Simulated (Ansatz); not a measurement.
CrHgF$_{6}$:
```cif
data_CrF6Hg
_chemical_formula_sum 'F6 Cr1 Hg1'
_space_group_name_H-M_alt 'P 1'
_space_group_IT_number 1
_cell_length_a 5.59867
_cell_length_b 5.59867
_cell_length_c 5.59867
_cell_angle_alpha 54.480
_cell_angle_beta 54.480
_cell_angle_gamma 54.480
loop_
_space_group_symop_operation_xyz
  'x, y, z'
loop_
_atom_site_label
_atom_site_type_symbol
_atom_site_fract_x
_atom_site_fract_y
_atom_site_fract_z
_atom_site_occupancy
F1 F 0.20693 0.62742 0.94273 1
F2 F 0.94273 0.20693 0.62742 1
F3 F 0.62742 0.94273 0.20693 1
F4 F 0.79307 0.37258 0.05727 1
F5 F 0.05727 0.79307 0.37258 1
F6 F 0.37258 0.05727 0.79307 1
Cr1 Cr 0.00000 0.00000 0.00000 1
Hg1 Hg 0.50000 0.50000 0.50000 1
```
Starting moments (μB, in the order of the atoms F F F F F F Cr Hg): 0.0 0.0 0.0 0.0 0.0 0.0 1.8 0.0.

Relaxed with r²SCAN.

Problem. Tabulate the valence density and the electron localisation function along the shortest F–Hg contact (2.31 Å), plane-wave PAW r²SCAN (Ansatz code).

Solution. 

```csv
distance from F (Å),density (e/Å³),ELF
0.23,10.48,0.60
0.35,7.30,0.72
0.46,4.38,0.79
0.58,2.33,0.80
0.69,1.24,0.75
0.81,0.71,0.54
0.92,0.46,0.24
1.04,0.37,0.10
1.15,0.43,0.11
1.27,0.63,0.21
1.38,1.16,0.35
1.50,2.33,0.46
1.61,4.18,0.52
1.73,6.53,0.54
1.84,9.21,0.56
1.96,11.96,0.59
2.07,14.50,0.65
```

The density is the valence pseudo-density with augmentation charge, so density and ELF within about 1 Å of a nucleus are not all-electron values.

Space group R-3. The workflow started from an entry of the Crystallography Open Database (COD). Whether it is the stable phase at ambient conditions was not checked. The cell was relaxed with r²SCAN under the symmetry of its start; its stability against distortions is not shown here. Magnetic state: ferromagnetic, the only order run, not a proven ground state. The cell computed holds one magnetic atom, so no antiferromagnetic order was within reach. Other orbital occupations within this spin state were not tried. No Hubbard U is applied. Spin–orbit coupling is left out wherever it is not named.

Potentials: the later of the program's two PAW sets.
